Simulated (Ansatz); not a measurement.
# MgMn₂V₂O₈: Electric field gradients

The cell is a Materials Project structure (computed, not necessarily an observed phase), atoms as given.

```yaml
crystal:
  lattice:
    - [6.52531, 0.00000, 0.00000]
    - [0.00000, 2.91444, 4.44921]
    - [0.00000, -2.91444, 4.44921]
  atoms:
    - { symbol: Mg, position: [0.00000, 0.66110, 0.66110] }
    - { symbol: Mn, position: [0.25765, 0.00211, 0.00211] }
    - { symbol: Mn, position: [0.74235, 0.00211, 0.00211] }
    - { symbol: V, position: [0.50000, 0.64416, 0.64416] }
    - { symbol: V, position: [0.00000, 0.35081, 0.35081] }
    - { symbol: O, position: [0.20658, 0.23760, 0.23760] }
    - { symbol: O, position: [0.00000, 0.72206, 0.24538] }
    - { symbol: O, position: [0.00000, 0.24538, 0.72206] }
    - { symbol: O, position: [0.50000, 0.28674, 0.77544] }
    - { symbol: O, position: [0.79342, 0.23760, 0.23760] }
    - { symbol: O, position: [0.72568, 0.75494, 0.75494] }
    - { symbol: O, position: [0.50000, 0.77544, 0.28674] }
    - { symbol: O, position: [0.27432, 0.75494, 0.75494] }
```

Atom numbers follow the list; atoms alike are taken as one site, whose name carries the number of the first.

Level of theory: DFT, PBE, plane waves and PAW, scalar-relativistic, collinear spin, 420 eV cutoff, Γ-centred 4×5×5 k-points, Fermi–Dirac smearing 0.02 eV (Ansatz 0.2.0). Start moments as typed (μB): 0 5 -5 0 0 0 0 0 0 0 0 0 0 by atom.

V_zz is the principal component of the electric field gradient with the largest magnitude, η = (V_xx − V_yy)/V_zz and C_Q = eQV_zz/h.

Mg-25: I = 5/2, Q = 199.4 mb; ⁵⁵Mn: I = 5/2, Q = 330.0 mb; 51V: I = 7/2, Q = -52.00 mb; 17O: I = 5/2, Q = -25.58 mb. Nuclear quadrupole moments: year-2017 set (Pyykkö).

**Question.** Give the quadrupolar parameters of the distinct sites.

**Answer.** 

```tsv
site	atoms (order as listed)	first shell	V_zz (10²¹ V/m²)	η	C_Q (MHz)
Mg	1	4 O at 1.98–2.10 Å; also 6 O at 3.25–3.28 Å	-2.28	0.67	-11.0
Mn	2, 3	6 O at 2.12–2.28 Å	-1.62	0.17	-12.9
V4	4	4 O at 1.74–1.77 Å	-1.84	0.78	2.31
V5	5	4 O at 1.68–1.82 Å	4.56	0.23	-5.73
O6	6, 10	1 V at 1.68 Å, 1 Mn at 2.12 Å, angle 136°; also 2 Mg at 3.28 Å	-2.18	0.26	1.35
O7	7, 8	1 V at 1.82 Å, 1 Mg at 2.10 Å, 2 Mn at 2.28 Å; also 1 Mg at 3.25 Å	1.74	0.94	-1.08
O9	9, 12	1 V at 1.74 Å, 2 Mn at 2.19 Å	-3.96	0.52	2.45
O11	11, 13	1 V at 1.77 Å, 1 Mg at 1.98 Å, 1 Mn at 2.20 Å	-4.31	0.58	2.67
```

At O9 and O11 V_zz stands upright on the plane through its three neighbours (within 4°) in each case. At O6 V_zz points along the bisector of its two bonds (within 3°).

At this cell the principal stresses reach 6 GPa in size with PBE, which can matter for small gradients. The largest force is 0.5 eV/Å, so the atoms aren't at the calculated equilibrium and relaxing them would move these values. The magnetic order is the one that the run reached from its start moments, not necessarily the measured one. Where η is near 1 the sign of V_zz means little.

Hardware: 1 thread of Arm Neoverse V1 (aarch64; 28 cores open to the job, memory cap 3.0 GiB, no GPU), a shared host with a load of 0.8 a core. Wall time 4.4 min, CPU time 4.4 min, peak memory 0.89 GiB.
